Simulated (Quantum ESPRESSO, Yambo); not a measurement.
For SiO₂ (space group P6_322, No. 182), Yambo gives the independent-particle static dielectric constant along x as 2.22 on PBEsol bands and 2.01 after a scissor of 2.84 eV widens every gap (6×6×2 mesh, 143 bands, 3 Ry local-field block, 0.2 eV broadening). Axes are Cartesian, with cell vectors (Å) (5.07, 0.00, 0.00), (-2.53, 4.39, 0.00), (0.00, 0.00, 8.56).

Problem. A scissor keeps the position matrix elements. In a one-oscillator model, how does ε − 1 scale, and what mean transition energy do the two values imply?

Solution. Each transition adds |r|²/E to ε − 1, so ε − 1 ∝ 1/(E0 + Δ). Then (2.01 − 1)/(2.22 − 1) = E0/(E0 + Δ) = 0.828, and E0 = Δ(ε' − 1)/(ε − ε') = 13.7 eV. The computed Im ε, weighted by 1/E up to 20 eV, has its mean at 12.7 eV; the smallest direct PBEsol gap is 5.68 eV. The scissor comes from a G0W0 run whose convergence isn't established. Convergence of the RPA response with its 6×6×2 mesh was not tested.

Bands from Quantum ESPRESSO.

Geometry of the Materials Project entry, not relaxed at this level; primitive cell a = 5.069 Å, b = 5.069 Å, c = 8.558 Å, α = 90.00°, β = 90.00°, γ = 120.00°.

This is not the ordinary phase of the substance; no match was found in the copy of COD used, and its stability was not checked.
